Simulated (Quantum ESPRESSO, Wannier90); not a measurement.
# HgTe (P3₂21), plane waves to Wannier functions

```xyz
6
Lattice="4.6629 0.0000 0.0000 -2.3315 4.0382 0.0000 0.0000 0.0000 10.4080" Properties=species:S:1:pos:R:3 pbc="T T T"
Hg    -0.7267    -1.2586     0.0000
Hg     1.4533     0.0000    -3.4693
Hg    -0.7267     1.2586     3.4693
Te    -1.1337    -1.9637     5.2040
Te     2.2675     0.0000     1.7347
Te    -1.1337     1.9637    -1.7347
```

Cell from Materials Project (mp-1071269), symmetrised, no further relaxation. Not found in the COD (Crystallography Open Database) copy used, which has the formula in other groups; not checked further. Level: PBEsol, no spin polarisation, no spin-orbit coupling; pw.x of Quantum ESPRESSO at 66 Ry with PseudoDojo potentials, 4×4×4 k-points, Wannier90. Density: 12×12×4 mesh, Gaussian smearing 0.01 Ry. The cell is built of weakly bound layers, chains or molecules. Database cells relaxed without dispersion often hold them too far apart, which can enlarge gaps and weakens couplings between them; spacing and stacking were not compared with the measured crystal. Spin-orbit coupling is left out although heavy elements are present.

Base run: 24 functions from bands 28-30,46-84 of the 84 computed, start hydrogen-like Hg: s;p; Te: s;p, centres 0.05 Å off the atoms, frozen window up to 2.14 eV relative to the valence-band maximum, outer window open. Bands 31–45 (Hg 5d 94 %) lie between the kept ones and are excluded. Rows change the key named; with other orbitals the number of functions and the frozen window follow, as listed; window edges are relative to the valence-band maximum. The misfit compares interpolated bands with pw.x on a high-symmetry path, for states up to 1.6 eV relative to the valence-band maximum. Converged means that the tolerances were met: symmetric starts can stop on a saddle, which shows as a larger Ω_OD at equal Ω_I and can move the misfit too.

Rows with other orbitals or bands describe another subspace, so their Ω_I can't be set against the base's. Runs that didn't settle are not listed.

```csv
setting,orbitals,bands,functions,frozen to (eV),Ω_I (Å²),Ω_D (Å²),Ω_OD (Å²),rms misfit (meV),worst (meV),ended
base,"Hg sp, Te sp","28-30,46-84",24,2.14,52.67,0.02,7.89,8.6,46,converged
"num_iter = 0 (projection only), orbitals on the atoms","Hg sp, Te sp","28-30,46-84",24,2.14,52.67,0.02,18.91,11,58,no minimisation
"start: SCDM erfc, mu = fit minus three sigma, no disentanglement steps","Hg 6s, Te 5s, Te 5p","28-30,46-84",15,none,53.27,0.42,9.02,36,285,converged
"start: SCDM erfc with a higher mu, no disentanglement steps","Hg 6s, Te 5s, Te 5p","28-30,46-84",15,none,51.70,0.12,6.59,35,271,converged
```
